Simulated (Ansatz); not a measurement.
Theory: DFT PBE, scalar-relativistic, plane waves, PAW (Ansatz 0.2.0). Settings: cutoff 420 eV, Γ-centred meshes spaced at most about 0.3 Å⁻¹, and about 0.25 Å⁻¹ or finer for metals (2π included), Gaussian smearing. No spin polarisation in the final relaxations.

All energies are static (0 K, no zero-point motion).

Compare these two cells of Zr2AlN3, each relaxed at this level.

A.

```xyz
12
Lattice="3.3721 0.0000 0.0000 -1.6860 2.9203 0.0000 0.0000 0.0000 16.8029" Properties=species:S:1:pos:R:3 pbc="T T T"
Zr    0.0000    1.9469   16.5440
Zr    0.0000    1.9469    5.7610
Zr    1.6860    0.9734    2.7796
Zr    1.6860    0.9734    8.6933
Al    0.0000    1.9469   11.4256
Al    1.6860    0.9734   13.7805
N     0.0000    1.9469    1.7960
N     0.0000    1.9469    7.9448
N     0.0000    1.9469   13.3404
N     1.6860    0.9734    4.8733
N     1.6860    0.9734   10.9562
N     1.6860    0.9734   15.6926
```

B.

```xyz
12
Lattice="3.4018 0.0000 0.0000 -1.7009 2.9460 0.0000 0.0000 0.0000 16.6512" Properties=species:S:1:pos:R:3 pbc="T T T"
Zr    0.0000    1.9640    0.0623
Zr    0.0000    1.9640    5.4948
Zr    1.7009    0.9820    8.3879
Zr    1.7009    0.9820   13.8204
Al    0.0000    1.9640   11.0977
Al    1.7009    0.9820    2.7722
N     0.0000    1.9640    2.3040
N     0.0000    1.9640    7.6734
N     0.0000    1.9640   12.9976
N     1.7009    0.9820    4.6720
N     1.7009    0.9820   10.6295
N     1.7009    0.9820   15.9990
```

Question: Which placement of the atoms is lower in energy, and by how much?

Answer: A is lower, by 28 meV/atom. The two share one framework of sites and differ in which element sits where. A has Zr and Al ordered on wurtzite sites, space group P3m1 (No. 156), 13.8 Å³/atom and no gap on its mesh; B has Zr and Al ordered on wurtzite sites, space group P6_3mc (No. 186), 13.9 Å³/atom and no gap. Counting N atoms around Al and Zr (those within 1.25 times the shortest such distance or 1.15 times the sum of covalent radii), A and B both have Zr 4, Al 4. Both come from invented guesses. A third cell relaxed alike, in P-3m1, lies 216 meV/atom below the lower of the two.

A magnetic state wasn't ruled out in cells without spin, among them P6_3mc. Cells relaxed within their symmetry can be saddle points.
